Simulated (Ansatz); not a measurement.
# One run on LuZr (P-6m2): total moment held at 0.6 μB

All numbers below come from DFT, r2SCAN, all-electron PAW with datasets made for the crystal, scalar-relativistic (Ansatz).

Command: `ansatz run input.yaml --threads 1 --pin off --max-ram 3072MiB --backend cpu --events-out ev --progress --plain --runs-dir out`

```yaml
crystal:
  lattice:
    - [3.3717317774, 0.0, 0.0]
    - [-1.6858658887, 2.920005374, 0.0]
    - [0.0, 0.0, 5.26147191]
  atoms:
    - { symbol: Lu, position: [0.0, 0.0, 0.0] }
    - { symbol: Zr, position: [0.3333333333, 0.6666666667, 0.5], spin: 0.6 }
magnetization:
  spin_polarized: true
  initial_magnetization: 0.6
  spin_locking: { lock_magnetization: hard }
kpoints:
  mp_grid: { grid: [10, 10, 6] }
scf:
  occupations: { method: fermi_dirac, width: 0.05 }
  lower_state_search: "off"
hamiltonian:
  xc: r2scan
  pseudopotentials: { kind: all_electron, datasets: crystal }
output:
  forces: true
  stress: true
  eigenvalues: false
```

Log:

```
Warning: This run holds its total moment fixed (magnetization.spin_locking.lock_magnetization: hard) and mixes its density by anderson or broyden (scf.mixing.algorithm, typed or taken by auto). Slabs with a fixed moment have converged under broyden above another state at the same moment, at the default mixing steps and at smaller ones, and under scf.lower_state_search: standard, light or off a sta …
settings of this run that can trade accuracy for cost: output.eigenvalues: false. Do not mix this run's numbers with those of runs without the same settings; the input reference describes each key
hamiltonian.pseudopotentials.datasets: crystal makes datasets for this crystal and solves the spheres of its atoms anew in each pass: cutoff 340.0 eV, the density's 2380.0 eV; for an error of 0.50 meV an atom under PBE, 1.0 meV for the cell; an energy difference from a run of another recipe may be off by several times the error for the cell, under r2SCAN by more, where some 0.1 meV an atom stays a …
band count auto-derived: 28 (N_el = 37.0; filled up to band 19; 23 by the electrons, moments and atoms)
Engine: ansatz 0.2.0
Pseudopotentials: kind: all_electron
Pseudopotential: Lu, paw, valence charge 25, recommended cutoff 340 eV (normal), crystal/all_electron/r2scan/scalar/gaussian/Lu, Koelling and Harmon's equation, gaussian nucleus
Pseudopotential: Zr, paw, valence charge 12, recommended cutoff 340 eV (normal), crystal/all_electron/r2scan/scalar/gaussian/Zr, Koelling and Harmon's equation, gaussian nucleus
Functional definition: r2SCAN
  parameter k0 = 0.174
  parameter k1 = 0.065
  parameter a1 = 4.9479
  exchange = r2scan_x(k0 = k0, k1 = k1, a1 = a1)
  correlation = r2scan_c
Crystal: 2 atoms, lattice volume = 51.802 Å³
Basis set: ecut = 340 eV, 723 PW (Γ), exchange–correlation on 81×81×135 points (27 copies of the dense FFT grid, shifted against one another)
Bands: 28, of which v1, the nominal top of the filled ones, is band 19 counted from 1 (18 counted from 0)
Symmetry: 12 space group operations
Space group: P-6m2 (ITA 187), of the structure as read, at distance tolerance 3.7e-5 Å
Magnetic group: BNS 187.209 (UNI 1439), of the structure as read, at distance tolerance 3.7e-5 Å
k-points: 56 of 600 (time reversal used)
Non-local potential: Lu, projectors of the file, l = 0: 2, l = 1: 2, l = 2: 1, l = 3: 2
Non-local potential: Zr, projectors of the file, l = 0: 2, l = 1: 2, l = 2: 2
PAW form: soft (Blöchl's): semilocal exchange-correlation on the pseudo side does not see the compensation charge
PAW one-centre angular grid: Lu, 974 points (default); XC on its mesh's 1827 points in the sphere
PAW one-centre angular grid: Zr, 590 points (default); XC on its mesh's 1891 points in the sphere
Initial density: superposition of atomic densities (chi_scale 0.1, normalization cell)
Starting moments: Σ|m| = 0.6 μB on 1 of 2 sites
Initial wavefunctions: pseudopotential atomic-orbital guess
Functional: x = r2scan, c = r2scan; τ floored in thin density (d = 2e-4 eV/Å³)
iter 1 solved again at ethr=1.70e-3 eV; its pass at ethr=1.00e-1 eV (dr2=6.29e-1 eV) is discarded
SCF iter   1: F=—  HF=-494227.699854 eV  |F-HF|=—  |Δ(HF+E_count)|=         —  Δρ=2.14e-2 (↑2.14e-2 ↓1.22e-2)  dr2=6.02e-1  dr2_τ=3.83e-3  dr2_m=6.15e-2  M=0.600 μB ∫|m|=0.600 μB  β_m=1.20  ethr=1.70e-3  ⟨swp⟩=2.8  Hψ=16195  notcnv=0
preconditioner: auto → Kerker (q_TF=auto, 2.579 Å⁻¹)  [metal: Δε(μ)=0.016 eV  Ē_g=16.534 eV  σ=0.050 eV  W_gap=0.08  n_scr=22 (ndim 8)  ℏωp=29.6 eV  f_vac=0.000  D(μ)=2.42/eV (n_scr^D=22)]
spin=Collinear: Kerker preconditioning applied to the charge; magnetization (m = ρ↑ − ρ↓) channel mixes plain (no charge-response kernel on spin).
SCF iter   2: F=—  HF=-494227.762578 eV  |F-HF|=—  |Δ(HF+E_count)|=   6.27e-2  Δρ=1.11e-2 (↑1.09e-2 ↓1.11e-2)  dr2=4.06e-1  dr2_τ=7.62e-5  dr2_m=7.32e-4  M=0.600 μB ∫|m|=0.604 μB  β_m=1.20  ethr=1.63e-3  ⟨swp⟩=2.3  Hψ=6318  notcnv=0  defer=1  κ⁻¹=1.0e0(r=1)
SCF iter   3: F=—  HF=-494227.749844 eV  |F-HF|=—  |Δ(HF+E_count)|=   1.27e-2  Δρ=5.66e-3 (↑5.50e-3 ↓5.66e-3)  dr2=6.51e-2  dr2_τ=2.77e-4  dr2_m=6.55e-3  M=0.600 μB ∫|m|=0.618 μB  β_m=1.20  ethr=1.10e-3  ⟨swp⟩=3.3  Hψ=7729  notcnv=0  defer=8  κ⁻¹=2.7e-3(r=2)
SCF iter   4: F=—  HF=-494227.767436 eV  |F-HF|=—  |Δ(HF+E_count)|=   1.76e-2  Δρ=3.78e-3 (↑3.43e-3 ↓3.78e-3)  dr2=4.35e-2  dr2_τ=5.02e-6  dr2_m=7.45e-5  M=0.600 μB ∫|m|=0.611 μB  β_m=1.20  ethr=1.76e-4  ⟨swp⟩=2.5  Hψ=7961  notcnv=0  defer=5  κ⁻¹=2.4e-4(r=3)
SCF iter   5: F=—  HF=-494227.772626 eV  |F-HF|=—  |Δ(HF+E_count)|=   5.19e-3  Δρ=2.64e-3 (↑2.64e-3 ↓2.52e-3)  dr2=1.85e-2  dr2_τ=2.02e-6  dr2_m=1.31e-4  M=0.600 μB ∫|m|=0.606 μB  β_m=1.20  ethr=1.18e-4  ⟨swp⟩=2.9  Hψ=6414  notcnv=0  defer=5  κ⁻¹=8.8e-5(r=4)
iter 6 solved again at ethr=4.78e-6 eV; its pass at ethr=4.99e-5 eV (dr2=1.77e-3 eV) is discarded
[...]
SCF iter  10: F=—  HF=-494227.784723 eV  |F-HF|=—  |Δ(HF+E_count)|=   1.37e-5  Δρ=1.60e-4 (↑1.60e-4 ↓1.31e-4)  dr2=4.50e-5  dr2_τ=1.17e-8  dr2_m=2.12e-7  M=0.600 μB ∫|m|=0.603 μB  β_m=1.20  ethr=1.47e-7  ⟨swp⟩=2.1  Hψ=5265  notcnv=0  κ⁻¹=1.0e-7(r=7)
SCF iter  11: F=—  HF=-494227.784738 eV  |F-HF|=—  |Δ(HF+E_count)|=   1.53e-5  Δρ=7.21e-5 (↑7.21e-5 ↓6.33e-5)  dr2=1.40e-5  dr2_τ=2.03e-9  dr2_m=4.47e-8  M=0.600 μB ∫|m|=0.603 μB  β_m=1.20  ethr=1.22e-7  ⟨swp⟩=3.0  Hψ=5558  notcnv=0  κ⁻¹=1.7e-8(r=8)
SCF iter  12: F=—  HF=-494227.784739 eV  |F-HF|=—  |Δ(HF+E_count)|=   1.41e-6  Δρ=3.54e-5 (↑3.05e-5 ↓3.54e-5)  dr2=2.95e-6  dr2_τ=1.20e-9  dr2_m=3.76e-8  M=0.600 μB ∫|m|=0.603 μB  β_m=1.20  ethr=3.78e-8  ⟨swp⟩=3.0  Hψ=5513  notcnv=0  κ⁻¹=2.0e-8(r=8)
SCF iter  13: F=—  HF=-494227.784740 eV  |F-HF|=—  |Δ(HF+E_count)|=   3.59e-7  Δρ=1.85e-5 (↑1.25e-5 ↓1.85e-5)  dr2=5.03e-7  dr2_τ=2.81e-10  dr2_m=3.25e-8  M=0.600 μB ∫|m|=0.603 μB  β_m=1.20  ethr=7.96e-9  ⟨swp⟩=3.0  Hψ=5725  notcnv=0  κ⁻¹=6.0e-6(r=8)
SCF iter  14: F=—  HF=-494227.784740 eV  |F-HF|=—  |Δ(HF+E_count)|=   5.33e-7  Δρ=1.12e-5 (↑9.00e-6 ↓1.12e-5)  dr2=2.42e-7  dr2_τ=4.81e-11  dr2_m=5.48e-9  M=0.600 μB ∫|m|=0.603 μB  β_m=1.20  ethr=1.36e-9  ⟨swp⟩=3.1  Hψ=5779  notcnv=0  κ⁻¹=6.4e-6(r=8)
SCF iter  15: F=—  HF=-494227.784740 eV  |F-HF|=—  |Δ(HF+E_count)|=   1.11e-7  Δρ=6.70e-6 (↑6.70e-6 ↓6.36e-6)  dr2=9.94e-8  dr2_τ=1.59e-11  dr2_m=4.33e-10  M=0.600 μB ∫|m|=0.603 μB  β_m=1.20  ethr=6.55e-10  ⟨swp⟩=3.0  Hψ=5678  notcnv=0  κ⁻¹=7.2e-6(r=8)
SCF iter  16: F=—  HF=-494227.784740 eV  |F-HF|=—  |Δ(HF+E_count)|=   2.67e-8  Δρ=3.92e-6 (↑3.92e-6 ↓3.44e-6)  dr2=3.22e-8  dr2_τ=1.95e-11  dr2_m=5.99e-10  M=0.600 μB ∫|m|=0.603 μB  β_m=1.20  ethr=2.69e-10  ⟨swp⟩=2.9  Hψ=5476  notcnv=0  κ⁻¹=5.4e-6(r=8)
iter 17 did not close the SCF: its close was put off for a magnetic moment that had not settled (scf_convergence_deferred on its scf_iter line)
SCF iter  17: F=-494227.784740 eV  HF=-494227.784740 eV  |F-HF|=1.80e-9  |Δ(HF+E_count)|=   1.67e-8  Δρ=1.62e-6 (↑1.62e-6 ↓1.53e-6)  dr2=5.94e-9  dr2_τ=4.84e-12  dr2_m=1.27e-10  M=0.600 μB ∫|m|=0.603 μB  β_m=1.20  ethr=8.70e-11  ⟨swp⟩=3.0  Hψ=5662  notcnv=0  κ⁻¹=5.3e-5(r=8)
SCF iter  18: F=-494227.784740 eV  HF=-494227.784740 eV  |F-HF|=4.66e-10  |Δ(HF+E_count)|=   2.15e-9  Δρ=1.21e-6 (↑1.21e-6 ↓1.16e-6)  dr2=3.79e-9  dr2_τ=5.29e-13  dr2_m=1.18e-11  M=0.600 μB ∫|m|=0.603 μB  ethr=1.61e-11  ⟨swp⟩=3.0  Hψ=5553  notcnv=0
SCF 1 converged in 18 iterations: F = -494227.784741 eV  dr2 = 3.79e-9
  Residual-converged pass: ⟨swp⟩=1.1  Hψ=3154  notcnv=0  max |occ|·‖R‖ = 5.2e-6 eV (tolerance 5.3e-6 eV)  dr2=3.79e-9  dr2_τ=5.29e-13  dr2_m=1.18e-11  dr2_onsite=2.63e-9  max |Δocc| = 2.5e-11
  greatest PAW one-centre occupation: 0.999 electrons in one spin orbital (limit 2), on the Lu atom at site 0 (counted from 0), in its partial waves of l = 0
this state was not tested for a lower state beside it, because the mixer in use, unlike msr1, does not test its closes by its own steps (another_mixer; see scf.mixing.algorithm and scf.lower_state_search)
SCF converged after 18 iterations
Magnetization: 0.6000 μB (18.8000 up, 18.2000 down)
Absolute magnetization: 0.6030 μB (∫|ρ↑−ρ↓|)
Spin contamination: -0.0529 ħ² per cell (⟨S²⟩ above its minimum at these occupations)
Per-site moments (μB) at R_I (Å): [(0.1386485624423187, 1.3499718245336136), (0.2140739714858566, 1.3499718245336136)]
Free energy (F): -494227.784741 eV
Harris-Foulkes:  -494227.784741 eV  (|F-HF|=4.66e-10)
Internal energy: -494227.768636 eV  (E = F + TS)
E sigma→0 (E₀):  -494227.776688 eV
Entropy (-TS):   -0.016105 eV (-8.053 meV/atom)
Past the cutoff: the bands carry plane waves up to 2.50 times it, of which those up to 1.5 times it add -0.001630 eV an atom, each by itself; the spheres take 0.000780 eV an atom off the energy for waves past 2.50 times it
Past the cutoffs: a stress includes 0.0024 GPa for waves and charges beyond them, in addition to the slope of what the spheres take
In the spheres:  the bands' charges fall short by 1.1e-6 e at most (sound up to 1e-3)
Fermi energy:    15.368050 (↑ 15.463014, ↓ 15.273086) eV
--- Per-component energies (eV) ---
  E_band       = -56.340680
  E_kinetic    = 402.765738
  E_local      = -5258.106009  (includes V_loc(G=0)·N_el)
  E_nonlocal   = -1557.669855
  E_hartree    = 2597.136114
  E_xc         = -150.533585
  E_vxc        = -222.150558  (∫ρ·V_xc dr)
  E_paw        = -501681.557731  (= ΣΔE_a)
  E_vpaw       = -15107.162250  (= ΣTr[D̂ρ^β])
  E_vtau       = 16.359014  (kinetic-family band-sum trace: ∫τ·v_τ [+ j·A + Jᵃ·Aᵃ] dr)
  E_ewald      = -5055.156691
  E_smearing   = -0.016105  (= −TS)
  E_closure    = 16475.353382  (closes the sum)
  Σ components = -494227.784741   (vs F -494227.784741, Δ=0.00e0)
  The terms above E_closure are by the made datasets' own strengths, without shells solved beside the bands.
--- Forces (eV/Å), atoms counted from 1 ---
  atom   1  Lu    -0.00000000    -0.00000000     0.00000000
  atom   2  Zr     0.00000000     0.00000000     0.00000000
  max |Σ_I F_I| component: 0.00e0 eV/Å
--- Stress (GPa, compression-positive) ---
       -0.577632       0.000000       0.000000
        0.000000      -0.577632       0.000000
        0.000000       0.000000       0.445640
  P = ⅓ Tr σ = -0.2365 GPa (-2.365 kbar)
settings of this run that can trade accuracy for cost: output.eigenvalues: false. Do not mix this run's numbers with those of runs without the same settings; the input reference describes each key
```

Site moments (μB): Lu1 0.14, Zr2 0.21. Cell moment 0.60 μB.

The magnetic group in the log treats spin as a scalar label, without spin–orbit coupling.

The Ansatz runs typed with the search for lower states off end where their start leads. Spin–orbit coupling is left out although heavy atoms are present. The magnetic state is the one that this cell and start allow. It needn't be the compound's measured order, which may need a larger cell or be absent.

It took 87 s on 1 thread of Arm Neoverse V2, on a shared host, peak memory 1.2 GiB.
